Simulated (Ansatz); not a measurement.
SiO₂ in space group P4_12_12 (No. 92; Si on 4a, O on 8b), DFT-PBE in the program Ansatz with PAW potentials, all energies at zero smearing, with the estimated change up to a 700 eV cutoff added, with one set of potentials and settings (totals compare only within such a set). Cell of 12 atoms (4 Si, 8 O): -7096.476 eV.

| element | reference phase | E (eV/atom) |
|---|---|---|
| Si | Fd-3m, 2 atoms in the cell | -635.8114 |
| O | C2/m, 4 atoms in the cell, spin-polarised | -565.0042 |

Formation energy per atom, worked out: (-7096.476 − 4×(-635.8114) − 8×(-565.0042))/12 = -2.766 eV/atom (-267 kJ per mol of atoms), at 0 K, without zero-point energy or fitted corrections.

The cell was relaxed with PBE under the symmetry of its start. The references are the lowest solids computed at this level, not always the standard phases (solids in place of the gases).

Potentials: the earlier of the program's two PAW sets.
